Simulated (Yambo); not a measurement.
BSE-type run in Yambo on BP (wurtzite, space group P6_3mc, No. 186), at zero momentum.

Quantum ESPRESSO step (LDA, PseudoDojo standard norm-conserving files, scalar-relativistic):
```
&CONTROL
  calculation = 'nscf'
  pseudo_dir = './pseudo'
  outdir = './out'
/
&SYSTEM
  ibrav = 0
  nat = 4
  ntyp = 2
  ecutwfc = 76.0
  ecutrho = 304.0
  occupations = 'fixed'
  force_symmorphic = .true.
  nbnd = 29
/
&ELECTRONS
  conv_thr = 4e-09
  diago_full_acc = .true.
  diago_thr_init = 1e-08
/
ATOMIC_SPECIES
B 10.8100 B.upf
P 30.9738 P.upf
CELL_PARAMETERS angstrom
  3.156046079656   0.000000000000   0.000000000000
 -1.578023039828   2.733216080496   0.000000000000
  0.000000000000   0.000000000000   5.236315886000
ATOMIC_POSITIONS crystal
B   0.666666667000   0.333333333000   0.500437560100
B   0.333333333667   0.666666666333   0.000437560100
P   0.666666667000   0.333333333000   0.874562439900
P   0.333333333667   0.666666666333   0.374562439900
K_POINTS automatic
9 9 6 0 0 0
```

Yambo input:
```
rim_cut
optics
bse
bss
dipoles
em1s
RandQpts= 1000000
RandGvec= 1 Ry
FFTGvecs= 40 Ry
Chimod= "HARTREE"
BSKmod= "SEX"
BSEmod= "resonant"
BSSmod= "hs"
BSENGexx= 15 Ry
BSENGBlk= 4 Ry
% KfnQP_E
 0.83 | 1.0 | 1.0 |
%
% BSEQptR
 1 | 1 |
%
% BSEBands
 4 | 12 |
%
% BEnRange
 0.0 | 8.6 | eV
%
% BDmRange
 0.15 | 0.15 | eV
%
BEnSteps= 172
% BLongDir
 1.0 | 0.0 | 0.0 |
%
BSHayTrs= -0.02
BSSNEig= 24
WRbsWF
% BndsRnXs
 1 | 24 |
%
NGsBlkXs= 4 Ry
% LongDrXs
 1.0 | 1.0 | 1.0 |
%
```

From the report:

The dimension is k points × valence × conduction bands = 486 × 5 × 4 = 9720.
```
   [SLEPC] Approach                          : Krylov-Schur
   [SLEPC] Number of requested eigenvalues   :  24
   [SLEPC] Number of eigenvalues        [NEV]:  24
    [K] Dimension                                    :   9720
    [K] Bands                                        :   4  12
    [K] Exchange res                                 : yes
    [K] Correlation res                              : yes
    [K] W interaction is bare                        : no
    [K] RL vectors exchange                          :   325
    [K] RL vectors correlation                       :   43
    [W] Matrix size                                  :   43
    [W] Bands                                        :   1  24
    [W] Coulomb Cutoff                               : none
    [W] Hxc Kernel                                   : HARTREE
```

Geometry relaxed with LDA.

This is not the ordinary phase of the substance; no match was found in the copy of COD used, and its stability was not checked.
